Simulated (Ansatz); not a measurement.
# GaP, first-principles data

GaP:
```xyz
4
Lattice="1.9209 1.1091 6.3718 -1.9209 1.1091 6.3718 0.0000 -2.2181 6.3718" Properties=species:S:1:pos:R:3 pbc="T T T"
Ga     0.0000     0.0000     8.3299
Ga     0.0000     0.0000    10.7857
P      0.0000     0.0000     1.1026
P      0.0000     0.0000    18.0129
```

Space group R-3m (No. 166); conventional cell a = b = 3.842 Å, c = 19.116 Å, α = β = 90.00°, γ = 120.00°.

Method: plane-wave PAW r²SCAN (Ansatz code). Geometry: relaxed at this level of theory. Other levels are named where they apply.

**Cell and energy**

```
Property                                                      Result
-----------------------------------------------------  -------------
Volume per atom                                             20.36 Å³
Density                                                   4.11 g/cm³
Formation energy from the elements (no fitted shifts)  -0.37 eV/atom
```

**Electronic structure**

```
Item                                                                              Result
------------------------------------------------  --------------------------------------
Band gap                                                              1.02 eV (indirect)
Valence-band maximum                                                                at Γ
Conduction-band minimum                                      at F (3 equivalent valleys)
Smallest direct gap on the standard path                                         1.58 eV
Electron effective mass                           0.18, 0.37, 0.44 mₑ (principal values)
Electron effective mass with spin–orbit coupling  0.18, 0.38, 0.44 mₑ (principal values)
Hole effective mass, band 1 of 2 at the edge              0.49 along x, 1.3 along z (mₑ)
Hole effective mass, band 2 of 2 at the edge             0.099 along x, 1.3 along z (mₑ)
Hole effective mass with spin–orbit coupling       0.17, 0.17, 1.3 mₑ (principal values)
HSE06 gap on the r²SCAN cell                                                     1.41 eV
Gap with spin–orbit coupling                                                     0.99 eV
```

**Mechanics**

```
Item                                  Result
----------------------------------  --------
Bulk modulus (Birch–Murnaghan fit)  80.2 GPa
Pressure derivative B′                   4.5
```

**Charges**

```
Item                        Result
-------------  -------------------
Bader charges  Ga +0.63, P -0.63 e
```

The first step of the workflow began from a Materials Project structure, measured or hypothetical; the Crystallography Open Database copy checked does not list it. It is not the phase usual at ambient conditions (space group No. 216). Symmetry was held in the r²SCAN relaxation; its stability against distortions is not shown here. The references are the lowest solids computed at this level, not always the standard phases. Scalar-relativistic: spin–orbit coupling is off unless named, which matters more the heavier the elements.

Potentials: the later of the program's two PAW sets.
